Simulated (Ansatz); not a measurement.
KLaPdO₃ in space group C2/m (No. 12; Pearson symbol mS24) at seven volumes, r²SCAN in the plane-wave PAW code Ansatz, shape and atoms relaxed at each. One row is withheld.

```csv
V (Å³/atom),P (GPa)
14.581,8.02
15.062,4.88
15.542,?
16.023,0.00
16.504,-1.85
16.984,-3.38
17.465,-4.59
```

Task: Fit the shown pressures and predict the withheld one.

Result: Third-order Birch–Murnaghan: P = (3/2)B₀(x^(7/2) − x^(5/2))[1 + (3/4)(B′ − 4)(x − 1)] with x = (V₀/V)^(2/3). Least squares on the six rows gives V₀ = 16.022 Å³/atom, B₀ = 66.85 GPa, B′ = 5.16. At V = 15.542, x = 1.0205 and P = 2.20 GPa. The run itself gave 2.23 GPa.

The first step of the workflow began from a Materials Project structure, measured or hypothetical; the Crystallography Open Database files this formula in space group No. 12, but the cells were not matched. Whether it is the stable phase at ambient conditions was not checked. The r²SCAN relaxation kept the symmetry of its start; whether a distortion lowers the energy is not shown. No spin polarisation was allowed. Spin–orbit coupling is left out wherever it is not named.

Potentials: the later of the program's two PAW sets.
